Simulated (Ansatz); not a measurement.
TaRu:
```xyz
2
Lattice="3.0461 0.0000 0.0000 0.0000 3.0461 0.0000 0.0000 0.0000 3.3909" Properties=species:S:1:pos:R:3 pbc="T T T"
Ta     1.5230     1.5230     1.6955
Ru     0.0000     0.0000     0.0000
```

Relaxed with r²SCAN.

### Question
Give the Bader charges and basin volumes of the independent atoms, plane-wave PAW r²SCAN (Ansatz code).

### Answer


```tsv
atom	Bader charge (e)	Bader volume (Å³)
Ta1	+1.20	13.5
Ru2	-1.20	18.0
```

Space group P4/mmm (L1₀ or tetragonal B2). The first step of the workflow began from a Materials Project structure, measured or hypothetical; the Crystallography Open Database files this formula in space group No. 123, but the cells were not matched. Its standing as an ambient phase is unchecked. The cell was relaxed with r²SCAN under the symmetry of its start; its stability against distortions is not shown here. The run is not spin-polarised. Scalar-relativistic: spin–orbit coupling is off unless named, which matters more the heavier the elements.

Potentials: the earlier of the program's two PAW sets. The files were generated under PBE; for other functionals the program regenerates the frozen cores, and for LDA and PBEsol the local potential too.
